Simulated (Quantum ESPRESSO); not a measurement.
Al$_{3}$BP$_{4}$ (made-up cell) (calculated)

All values are calculated (Quantum ESPRESSO 7.5). Calculation on a made-up crystal cell, not a measurement: periodic Kohn-Sham density functional theory in plane waves with PseudoDojo standard norm-conserving scalar-relativistic pseudopotentials, each functional with its own files (v0.5 for PBE, v0.4.1 for LDA and PBEsol), no spin polarisation, no spin-orbit coupling, atoms not relaxed, stress positive in tension, energies less a fixed whole-eV offset for each atom's element; levels are Kohn-Sham levels at fractions of this cell's reciprocal vectors, counted from the reference band (half the neutral cell's valence electrons, rounded up) at Gamma; error bars cover cutoff and k-mesh only, not smearing or the files; each bar is the largest change over components, and at least 0.002 eV, 0.002 eV per angstrom or 0.02 GPa; added strain carries the atoms with the cell, and shear is the tensor component; energies are for the whole cell, and the offsets were chosen from early runs and are not element reference energies; machines and their load varied, so run times do not measure scaling.

Settings shared by all entries: lattice type zincblende/diamond; functional pbe; cutoff 1034 eV; fermi dirac smearing 0.025 eV; scf tolerance 1e-07 eV; electrons removed 0; k mesh 4 x 4 x 4, shifted by half a step.

(1) Al$_{3}$BP$_{4}$ (made-up cell)

```
CELL_PARAMETERS angstrom
5.58850 0.00000 0.00000
0.00000 5.58850 0.00000
0.00000 0.00000 5.58850
ATOMIC_POSITIONS crystal
B 0.00227 0.99572 0.00259
Al 0.99928 0.48949 0.50548
Al 0.50967 0.00505 0.49337
Al 0.50946 0.49407 0.99363
P 0.25862 0.24946 0.25157
P 0.23598 0.75865 0.74839
P 0.75219 0.25980 0.75781
P 0.75664 0.75877 0.24311
```

```
run command                                         : pw.x -nk 1 -in in
run processor                                       : AMD EPYC, Zen 5 class, virtual cores
free energy less offsets                            : 2.615 eV
scf iterations                                      : 11
smearing term minus ts                              : 0 eV
pressure                                            : -9.242 GPa
stress xx                                           : 9.182 GPa
stress yy                                           : 9.318 GPa
stress zz                                           : 9.228 GPa
stress yz                                           : -0.3921 GPa
stress xz                                           : 0.3695 GPa
stress xy                                           : 0.45 GPa
reference band                                      : 16
error bar energy                                    : 0.00524 eV
error bar stress                                    : 0.02 GPa
error bar force                                     : 0.002 eV/Å
error bar next band up                              : 0.002 eV
error bars from                                     : tighter rerun of a related cell
wall time of scf and band steps on a shared machine : 205.9 s
```

Atoms:
```
atoms element  atom site  atom energy offset (eV)
            B          1                      -79
           Al          2                      -64
           Al          3                      -64
           Al          4                      -64
            P          5                     -189
            P          6                     -189
            P          7                     -189
            P          8                     -189
```

Forces:
```
site  x (eV/Å)  y (eV/Å)   z (eV/Å)
   1   0.07509   -0.1094  -0.007249
   2    0.2057    0.7125    -0.4639
   3   -0.2812   -0.1826     0.5057
   4   -0.8728     1.058     0.4422
   5    -1.092   -0.6943     -1.017
   6   -0.1111    0.6971      1.056
   7     1.025    -1.896     0.3117
   8     1.051    0.4145    -0.8276
```

Levels:
```
level k point  next band up (eV)
        Gamma             0.7763
(1/2,1/2,1/2)             0.5087
   (0.15,0,0)              1.078
   (0,0.15,0)              1.063
   (0,0,0.15)              1.081
```

(2) Al$_{3}$BP$_{4}$ (made-up cell)

```
CELL_PARAMETERS angstrom
5.58850 0.00000 0.00000
0.00000 5.58850 0.00000
0.00000 0.00000 5.58850
ATOMIC_POSITIONS crystal
Al 0.00227 0.99572 0.00259
B 0.99928 0.48949 0.50548
Al 0.50967 0.00505 0.49337
Al 0.50946 0.49407 0.99363
P 0.25862 0.24946 0.25157
P 0.23598 0.75865 0.74839
P 0.75219 0.25980 0.75781
P 0.75664 0.75877 0.24311
```

```
run command                                         : mpirun -np 4 pw.x -nk 4 -in in
run processor                                       : Intel Xeon, 2023 or later, virtual cores
free energy less offsets                            : 2.854 eV
scf iterations                                      : 10
smearing term minus ts                              : 0 eV
pressure                                            : -8.692 GPa
stress xx                                           : 8.504 GPa
stress yy                                           : 8.798 GPa
stress zz                                           : 8.775 GPa
stress yz                                           : -0.4655 GPa
stress xz                                           : 0.707 GPa
stress xy                                           : 0.9736 GPa
reference band                                      : 16
error bar energy                                    : 0.00524 eV
error bar stress                                    : 0.02 GPa
error bar force                                     : 0.002 eV/Å
error bar next band up                              : 0.002 eV
error bars from                                     : tighter rerun of this cell
wall time of scf and band steps on a shared machine : 47.7 s
```

Atoms:
```
atoms element  atom site  atom energy offset (eV)
           Al          1                      -64
            B          2                      -79
           Al          3                      -64
           Al          4                      -64
            P          5                     -189
            P          6                     -189
            P          7                     -189
            P          8                     -189
```

Forces:
```
site  x (eV/Å)  y (eV/Å)   z (eV/Å)
   1    0.1471    0.6872  -0.002887
   2    0.1735    0.4928     0.1122
   3   -0.2776   -0.2012     0.5257
   4   -0.8772     1.131     0.4344
   5    -1.157    0.9471     0.6822
   6    0.2351    -1.584     -1.195
   7     1.428   0.08269     -1.724
   8     0.329    -1.556      1.168
```

Levels:
```
level k point  next band up (eV)
        Gamma             0.6918
(1/2,1/2,1/2)             0.4941
   (0.15,0,0)              1.015
   (0,0.15,0)              1.007
   (0,0,0.15)              1.011
```

(3) Al$_{3}$BP$_{4}$ (made-up cell)

```
CELL_PARAMETERS angstrom
5.58850 0.00000 0.00000
0.00000 5.58850 0.00000
0.00000 0.00000 5.58850
ATOMIC_POSITIONS crystal
Al 0.00227 0.99572 0.00259
Al 0.99928 0.48949 0.50548
B 0.50967 0.00505 0.49337
Al 0.50946 0.49407 0.99363
P 0.25862 0.24946 0.25157
P 0.23598 0.75865 0.74839
P 0.75219 0.25980 0.75781
P 0.75664 0.75877 0.24311
```

```
run command                                         : mpirun -np 4 pw.x -nk 4 -in in
run processor                                       : Intel Xeon, 2023 or later, virtual cores
free energy less offsets                            : 2.907 eV
scf iterations                                      : 11
smearing term minus ts                              : 0 eV
pressure                                            : -8.556 GPa
stress xx                                           : 8.67 GPa
stress yy                                           : 8.444 GPa
stress zz                                           : 8.555 GPa
stress yz                                           : -0.2692 GPa
stress xz                                           : 1.732 GPa
stress xy                                           : -0.5085 GPa
reference band                                      : 16
error bar energy                                    : 0.00524 eV
error bar stress                                    : 0.02 GPa
error bar force                                     : 0.002 eV/Å
error bar next band up                              : 0.002 eV
error bars from                                     : tighter rerun of a related cell
wall time of scf and band steps on a shared machine : 50.9 s
```

Atoms:
```
atoms element  atom site  atom energy offset (eV)
           Al          1                      -64
           Al          2                      -64
            B          3                      -79
           Al          4                      -64
            P          5                     -189
            P          6                     -189
            P          7                     -189
            P          8                     -189
```

Forces:
```
site  x (eV/Å)  y (eV/Å)  z (eV/Å)
   1    0.1595    0.7306  0.001946
   2    0.2117    0.7093   -0.4788
   3    -0.362   0.08624   -0.1244
   4   -0.9145     1.053    0.4407
   5    0.8934   -0.9674     0.884
   6     1.799   0.05804    -0.915
   7    -0.522    -1.793    -1.305
   8    -1.265    0.1227     1.497
```

Levels:
```
level k point  next band up (eV)
        Gamma             0.7166
(1/2,1/2,1/2)             0.5277
   (0.15,0,0)              1.037
   (0,0.15,0)              1.045
   (0,0,0.15)              1.036
```

(4) Al$_{3}$BP$_{4}$ (made-up cell)

```
CELL_PARAMETERS angstrom
5.58850 0.00000 0.00000
0.00000 5.58850 0.00000
0.00000 0.00000 5.58850
ATOMIC_POSITIONS crystal
Al 0.00227 0.99572 0.00259
Al 0.99928 0.48949 0.50548
Al 0.50967 0.00505 0.49337
B 0.50946 0.49407 0.99363
P 0.25862 0.24946 0.25157
P 0.23598 0.75865 0.74839
P 0.75219 0.25980 0.75781
P 0.75664 0.75877 0.24311
```

```
run command                                         : mpirun -np 4 pw.x -nk 4 -in in
run processor                                       : Intel Xeon, 2023 or later, virtual cores
free energy less offsets                            : 2.816 eV
scf iterations                                      : 10
smearing term minus ts                              : 0 eV
pressure                                            : -8.725 GPa
stress xx                                           : 8.882 GPa
stress yy                                           : 8.823 GPa
stress zz                                           : 8.471 GPa
stress yz                                           : 0.4314 GPa
stress xz                                           : 0.3494 GPa
stress xy                                           : -0.1494 GPa
reference band                                      : 16
error bar energy                                    : 0.00524 eV
error bar stress                                    : 0.02 GPa
error bar force                                     : 0.002 eV/Å
error bar next band up                              : 0.002 eV
error bars from                                     : tighter rerun of a related cell
wall time of scf and band steps on a shared machine : 48.3 s
```

Atoms:
```
atoms element  atom site  atom energy offset (eV)
           Al          1                      -64
           Al          2                      -64
           Al          3                      -64
            B          4                      -79
            P          5                     -189
            P          6                     -189
            P          7                     -189
            P          8                     -189
```

Forces:
```
site  x (eV/Å)  y (eV/Å)   z (eV/Å)
   1    0.1486    0.6939  0.0001934
   2    0.2103    0.7744    -0.4655
   3    -0.302    -0.193     0.5032
   4   -0.1304    0.2191     0.1561
   5     0.663    0.9651     -1.123
   6     1.716    -1.126     0.2214
   7    -1.279     0.396     0.9907
   8    -1.027     -1.73    -0.2836
```

Levels:
```
level k point  next band up (eV)
        Gamma             0.6958
(1/2,1/2,1/2)             0.4811
   (0.15,0,0)              1.011
   (0,0.15,0)              1.007
   (0,0,0.15)              1.014
```
